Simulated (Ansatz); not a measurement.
H:
```
H
1.0
    7.10077     0.00000     0.00000
    0.00000     7.16104     0.00000
    0.00000     0.00000     7.24963
H
8
Direct
  0.63082   0.23404   0.74738
  0.13082   0.26596   0.25262
  0.36918   0.73404   0.75262
  0.86918   0.76596   0.24738
  0.79300   0.77039   0.17764
  0.29300   0.72961   0.82236
  0.20700   0.27039   0.32236
  0.70700   0.22961   0.67764
```

Relaxed with r²SCAN+D4. Special points in fractions of this cell's reciprocal vectors: Γ (0.000, 0.000, 0.000); X (0.500, 0.000, 0.000); S (0.500, 0.500, 0.000); Y (0.000, 0.500, 0.000); Z (0.000, 0.000, 0.500); U (0.500, 0.000, 0.500); R (0.500, 0.500, 0.500); T (0.000, 0.500, 0.500).

### Question
List the band energies nearest the valence-band maximum at these points for the program Ansatz at the r²SCAN+D4 level (PAW).

### Answer
In eV from the valence-band maximum; about four levels below and three above (degenerate sets whole), none deeper than 8.9 eV; points with the same levels are listed once.

| k | below | above |
|---|---|---|
| Γ | -0.12 -0.04 -0.02 0.00 | 11.80 11.94 11.99 |
| X | -0.08 -0.08 -0.01 -0.01 | 11.61 11.61 12.48 12.48 |
| S | -0.05 -0.05 -0.04 -0.04 | 11.81 11.81 11.93 11.93 |
| Y | -0.07 -0.07 -0.02 -0.02 | 12.00 12.00 12.25 12.25 |
| Z | -0.08 -0.08 -0.01 -0.01 | 11.65 11.65 12.29 12.29 |
| U | -0.08 -0.08 -0.01 -0.01 | 11.49 11.49 12.00 12.00 |
| R | -0.05 -0.05 -0.05 -0.05 | 11.66 11.66 11.66 11.66 |
| T | -0.06 -0.06 -0.03 -0.03 | 11.72 11.72 12.16 12.16 |

Space group P2_12_12_1. The workflow started from a Materials Project entry (that database holds measured and hypothetical structures alike); the Crystallography Open Database copy checked does not list it. It is not the usual solid phase (space group No. 194). The cell was relaxed with r²SCAN+D4 under the symmetry of its start; its stability against distortions is not shown here. The substance is a gas or liquid at ambient conditions.

Potentials: the later of the program's two PAW sets.
